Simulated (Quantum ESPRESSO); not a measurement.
MgGa2TiO6, convergence and cost over cutoff and k mesh

A calculation, not a measurement. The program is pw.x of Quantum ESPRESSO 7.5 (plane-wave density functional theory). The cell is made up: 10 atoms on a corundum lattice, with randomly drawn elements, strain and displacements, not relaxed. PseudoDojo standard norm-conserving files (v0.5 for PBE, v0.4.1 for LDA and PBEsol) set the functional; there is no spin polarisation, spin-orbit coupling or dispersion term, and the masses in the input are unused placeholders. A spin-polarised start on this cell or one of its family kept no moment above 0.05 Bohr magneton at the same smearing; a narrower smearing was not tried.

Input of the run in row 2:

```
&control calculation='scf', pseudo_dir='./dojo.nc.sr.pbe.v0_5.standard.upf', outdir='./o', disk_io='low', tprnfor=.true., tstress=.true. /
&system ibrav=0, nat=10, ntyp=4, nbnd=48, ecutwfc=84.00895049, nosym=.true., tot_charge=0,
 occupations='smearing', smearing='fd', degauss=0.0018374661
/
&electrons conv_thr=7.350e-09, electron_maxstep=60, /
ATOMIC_SPECIES
Ga 1.0 Ga.upf
Mg 1.0 Mg.upf
O 1.0 O.upf
Ti 1.0 Ti.upf
CELL_PARAMETERS angstrom
2.5094 1.3876 4.5143
-2.5039 1.3574 4.5209
-0.0234 -2.9422 4.5809
ATOMIC_POSITIONS angstrom
Mg -0.0173 -0.0648 4.7815
Ga -0.0517 -0.0206 2.0187
Ti -0.0213 -0.1164 8.8069
Ga 0.0224 -0.1759 11.6102
O -0.9829 1.3254 7.9201
O -0.7936 -1.6646 7.9688
O 1.7329 0.0237 7.9457
O 0.9754 -1.5114 5.7261
O 0.7439 1.4755 5.6525
O -1.7379 -0.1866 5.7082
K_POINTS automatic
5 5 5 1 1 1
```

The same cell was run at these settings. Meshes are shifted by half a step, and differences are from the last row, which is itself not exact.

| cutoff (eV) | k mesh | k points solved | threshold (eV) | free energy less the last row's (eV) | pressure (GPa) | largest stress difference (GPa) | largest force difference (eV/Å) | iterations | wall time (s) | k-point pools | processor |
| --- | --- | --- | --- | --- | --- | --- | --- | --- | --- | --- | --- |
| 800 | 2 x 2 x 2 | 4 | 1e-04 | 3.375 | -41.46 | 48.28 | 0.063 | 11 | 19 | 4 | Intel Xeon, older |
| 1143 | 5 x 5 x 5 | 63 | 1e-07 | 0.003 | 6.54 | 0.04 | 0.002 | 14 | 233 | 4 | Intel Xeon, older |
| 1437 | 7 x 7 x 7 | 172 | 1e-07 | 0.000 | 6.57 | 0.00 | 0.000 | 14 | 1035 | 4 | Intel Xeon, older |

Each pool is one process. Wall times include start-up and a band step at six k points, which weighs most on the coarsest meshes. The runs were on shared virtual cores whose load varied, so times are rough.